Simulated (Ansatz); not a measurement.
Ansatz (a program for electronic structure) input:

Ansatz 0.2 input:
```yaml
crystal:
  lattice:
    - [0.0, 2.2339800027, 2.2339800027]
    - [2.2339800027, 0.0, 2.2339800027]
    - [2.2339800027, 2.2339800027, 0.0]
  atoms:
    - { symbol: N, position: [0.0, 0.0, 0.0] }
    - { symbol: Hf, position: [0.5, 0.5, 0.5] }
kpoints:
  mp_grid: { grid: [33, 33, 33] }
hamiltonian:
  xc: lda
  pseudopotentials: { kind: paw }
scf:
  occupations: { method: fermi_dirac, width: 0.1 }
elastic: { mode: relaxed_ion, stencil: two_point, amplitude: 0.005, f_tol: 0.0005 }
```

Output (shortened):

```
Pseudopotential: N, paw, valence charge 5
Pseudopotential: Hf, paw, valence charge 26
Functional definition: SPW92
Crystal: 2 atoms, lattice volume = 22.298 Å³
Basis set: ecut = 420 eV, 411 PW (Γ)
Bands: 20, of which v1, the nominal top of the filled ones, is band 16 counted from 1 (15 counted from 0)
Symmetry: 48 space group operations
Space group: Fm-3m (ITA 225), of the structure as read, at distance tolerance 2.8e-5 Å
k-points: 969 of 35937
SCF 1 converged in 10 iterations: F = -15854.656132 eV  dr2 = 8.52e-14
Crystal: 2 atoms, lattice volume = 22.187 Å³
Symmetry: 16 space group operations
k-points: 2601 of 35937
SCF 2 converged in 10 iterations: F = -15854.654892 eV  dr2 = 1.40e-14
Crystal: 2 atoms, lattice volume = 22.410 Å³
Basis set: ecut = 420 eV, 427 PW (Γ)
SCF 3 converged in 8 iterations: F = -15854.655048 eV  dr2 = 8.06e-15
Crystal: 2 atoms, lattice volume = 22.298 Å³
Symmetry: 8 space group operations
k-points: 4913 of 35937
SCF 4 converged in 9 iterations: F = -15854.655917 eV  dr2 = 9.29e-15
Crystal: 2 atoms, lattice volume = 22.298 Å³
SCF 5 converged in 7 iterations: F = -15854.655917 eV  dr2 = 9.25e-15
SCF converged after 10 iterations
Free energy (F): -15854.656132 eV
Harris-Foulkes:  -15854.656132 eV  (|F-HF|=5.46e-12)
Internal energy: -15854.636914 eV  (E = F + TS)
E sigma→0 (E₀):  -15854.646523 eV
Entropy (-TS):   -0.019218 eV (-9.609 meV/atom)
Fermi energy:    24.310003 eV
--- Per-component energies (eV) ---
  E_band       = 197.940425
  E_kinetic    = 559.447571
  E_local      = -4639.583942  (includes V_loc(G=0)·N_el)
  E_nonlocal   = -1185.131655
  E_hartree    = 2207.541352
  E_xc         = -359.383501
  E_vxc        = -345.777676  (∫ρ·V_xc dr)
  E_paw        = -6804.365532  (= ΣΔE_a)
  E_vpaw       = 1393.903343  (= ΣTr[D̂ρ^β])
  E_aug_tail   = 0.000092  (compensation charges beyond the density's cutoff)
  E_ewald      = -5635.698586
  E_core_change = 2.537287  (= ΣΔE_core)
  E_smearing   = -0.019218  (= −TS)
  E_closure    = 0.000000  (closes the sum)
  Σ components = -15854.656132   (vs F -15854.656132, Δ=0.00e0)
--- Forces (eV/Å), atoms counted from 1 ---
  atom   1  N      0.00000000     0.00000000     0.00000000
  atom   2  Hf     0.00000000     0.00000000     0.00000000
  max |Σ_I F_I| component: 0.0 eV/Å
--- Stress (GPa, compression-positive) ---
        0.075987       0.000000       0.000000
        0.000000       0.075987       0.000000
        0.000000       0.000000       0.075987
  P = ⅓ Tr σ = 0.0760 GPa (0.760 kbar)
--- Band table (eV; the first three rows and the last of 969) ---
  k-point 0: bands = ["-38.2738", "-6.6615", "-6.6615", "-6.6615", "6.8256", "11.7414", "11.7414", "11.7414", "11.7814", "11.8923", "11.8923", "11.8923", "21.4025", "21.4025", "21.4025", "23.8682", "23.8682", "23.8682", "26.2690", "26.2690"]
  k-point 1: bands = ["-38.2732", "-6.6726", "-6.6624", "-6.6624", "6.8486", "11.7415", "11.7422", "11.7422", "11.7819", "11.8916", "11.8916", "11.8924", "21.2937", "21.3357", "21.3357", "23.9040", "23.9040", "23.9070", "26.3490", "26.3490"]
  k-point 2: bands = ["-38.2712", "-6.7052", "-6.6650", "-6.6650", "6.9170", "11.7420", "11.7448", "11.7448", "11.7834", "11.8893", "11.8893", "11.8925", "21.0033", "21.1522", "21.1522", "24.0012", "24.0050", "24.0050", "26.5785", "26.5785"]
  k-point 968: bands = ["-38.1774", "-7.3107", "-7.2802", "-7.0522", "8.5914", "11.7983", "11.8138", "11.8152", "11.8401", "11.8401", "11.8687", "11.9140", "18.0462", "18.8226", "18.8358", "25.2911", "25.6601", "30.0234", "30.1774", "30.7212"]
--- Elastic constants: 2 strain directions × 2 members + reference (group order 48) ---
  dense FFT box of the reference and of every strained cell: 24×24×24
  strains applied: 11, 23; error gains: componentwise 1.00 (the most a stress slope's error grows in a printed constant), spectral 1.73 (1 for all six strains …
  C = ∂σ_k/∂η_j (tension-positive GPa; Voigt order 11 22 33 23 13 12):
       673.792    115.542    115.542      0.000      0.000      0.000
       115.542    673.792    115.542      0.000      0.000      0.000
       115.542    115.542    673.792      0.000      0.000      0.000
         0.000      0.000      0.000    128.364      0.000      0.000
         0.000      0.000      0.000      0.000    128.364      0.000
         0.000      0.000      0.000      0.000      0.000    128.364
  reference stress σ⁰ (GPa):     -0.076     -0.076     -0.076      0.000      0.000      0.000
  moduli (Voigt/Reuss/Hill, GPa): K = 301.63/301.63/301.63   G = 188.67/163.74/176.20   E = 442.45   ν = 0.256
  mechanically stable: yes (min eigenvalue of sym C = 128.36 GPa)
  strain η (Voigt 11):  stress-route row diagonal C_11 = 673.79 GPa, energy-path curvature d²(F+E_count+ΔE)/dδ²/Ω₀ = 673.90 GPa
         δ    σ_11 (GPa)             F (eV)   n_scf  n_hpsi   n_pw
    -5.000e-3      -3.5434      -15854.6548918      10  1196840    448   relax 0 steps, max|allowed force component| 0.0 eV/Å
     5.000e-3       3.1945      -15854.6550475       8  1053585    452   relax 0 steps, max|allowed force component| 0.0 eV/Å
  strain η (Voigt 23):  stress-route row diagonal C_44 = 128.36 GPa, energy-path curvature d²(F+E_count+ΔE)/dδ²/Ω₀ = 128.71 GPa
         δ    σ_23 (GPa)             F (eV)   n_scf  n_hpsi   n_pw
    -5.000e-3      -0.6418      -15854.6559170       9  2100826    450   relax 0 steps, max|allowed force component| 0.0 eV/Å
     5.000e-3       0.6418      -15854.6559170       7  2098361    450   relax 0 steps, max|allowed force component| 0.0 eV/Å
```

Cost: around 14 core-minutes (rough) on shared cores.

The cell was relaxed with LDA under the symmetry of its start; of distortions, only those at the zone centre were tested. The run is not spin-polarised. As this level gives no gap, shear constants depend on the k-mesh and smearing (Fermi–Dirac, 0.1 eV here). Spin–orbit coupling is left out wherever it is not named.

Potentials: the later of the program's two PAW sets.

Ansatz is a plane-wave DFT program.
